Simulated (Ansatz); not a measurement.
# Relaxation path: Mo (sc type)

DFT, PBEsol, PAW with Ansatz's default frozen-core files, scalar-relativistic (Ansatz 0.2.0); a Γ-centred 15×15×15 k mesh, Fermi–Dirac smearing of 0.1 eV, no spin polarisation. The run relaxes cell and atoms at a target pressure of 0 GPa.

Command: `ansatz run input.yaml --threads 1 --pin off --max-ram 2048MiB --backend cpu --events-out ev --progress --plain --runs-dir out` It took 7.8 s on 1 thread of Arm Neoverse V1, on a shared host, peak memory 0.29 GiB.

```yaml
crystal:
  lattice:
    - [2.5501591596, 0.0, 0.0]
    - [0.0, 2.5501591596, 0.0]
    - [0.0, 0.0, 2.5501591596]
  atoms:
    - { symbol: Mo, position: [0.0, 0.0, 0.0] }
kpoints:
  mp_grid: { grid: [15, 15, 15] }
scf:
  occupations: { method: fermi_dirac, width: 0.1 }
hamiltonian:
  xc: pbesol
  pseudopotentials: { kind: paw }
output:
  forces: true
  stress: true
  write_density: true
  write_potential: true
  elf: true
  volumetric_format: npy
relax:
  f_tol: 0.005
  max_steps: 40
  cell: {}
```

Each step lists its free energy a cell above the last geometry, the pressure, the cell vectors (Å), and Cartesian positions (Å) with forces (eV/Å).

The first step:

```
step 1  dF = 6.67 meV  P = 5.31 GPa
  cell 2.5502 0.0000 0.0000  0.0000 2.5502 0.0000  0.0000 0.0000 2.5502
  Mo 0.0000 0.0000 0.0000   0.0000 0.0000 0.0000
```

The PAW files were made under PBE.

The symmetry of the start is kept and no stability test is made, so the end need not be the stable phase.

Q: Where does the relaxation end, and by which steps?

A: After 4 geometries, with conventional a, b, c = 2.571, 2.571, 2.571 Å, at 17.000 Å³/atom (+2.50 % against the start) in space group Pm-3m, with a shortest distance of 2.571 Å. The further steps:
```
step 2  dF = 4.16 meV  P = -3.84 GPa
  cell 2.5882 0.0000 0.0000  0.0000 2.5882 0.0000  0.0000 0.0000 2.5882
  Mo 0.0000 0.0000 0.0000   0.0000 0.0000 0.0000
step 3  dF = 0.01 meV  P = -0.15 GPa
  cell 2.5719 0.0000 0.0000  0.0000 2.5719 0.0000  0.0000 0.0000 2.5719
  Mo 0.0000 0.0000 0.0000   0.0000 0.0000 0.0000
step 4  dF = 0.00 meV  P = 0.01 GPa
  cell 2.5713 0.0000 0.0000  0.0000 2.5713 0.0000  0.0000 0.0000 2.5713
  Mo 0.0000 0.0000 0.0000   0.0000 0.0000 0.0000
step 5  dF = -0.06 meV  P = 0.00 GPa  (same geometry on a basis chosen anew; earlier energies don't compare to the last digit)
  cell 2.5713 0.0000 0.0000  0.0000 2.5713 0.0000  0.0000 0.0000 2.5713
  Mo 0.0000 0.0000 0.0000   0.0000 0.0000 0.0000
```
